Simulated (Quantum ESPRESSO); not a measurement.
For atom 1 (Cl) of Cl2 in Cmce, PBE PAW (JTH datasets; density from pw.x of a modified build of Quantum ESPRESSO, gradients reconstructed from it by a script) gives this field-gradient tensor in Cartesian axes (atomic units, 1 a.u. = 9.7174×10²¹ V/m²):

```
-2.9796   0.0000   0.0000
 0.0000  -0.5647   3.4176
 0.0000   3.4176   3.5444
```

The cell was made here from a computed Materials Project entry: Cl1 and its equivalents moved by 0.04 Å along (0.00, 0.97, 0.23), space group kept. The parent is Cl2 in Cmce; whether this form has been observed was not checked. Stability against distortions was not tested.  Cores are frozen. Against all-electron runs on small test molecules, this scheme's |Vzz| missed by −3 to −9 % on Cl.

Question: Find the principal values, η_Q, |C_Q|, ν_Q and P_Q for ³⁵Cl (I = 3/2, |Q| = 0.0817 barn).

Answer: Eigenvalues (principal values) by size: Vxx = -2.4979, Vyy = -2.9796, Vzz = 5.4775 a.u. (they sum to zero).
η_Q = (Vxx − Vyy)/Vzz = 0.09.
|C_Q| = 234.96 MHz × |Q|/barn × |Vzz|/a.u. = 234.96 × 0.0817 × 5.4775 = 105 MHz.
Quadrupole frequency ν_Q = 3C_Q/[2I(2I − 1)] = 52.6 MHz, and P_Q = C_Q(1 + η²/3)^½ = 105 MHz.
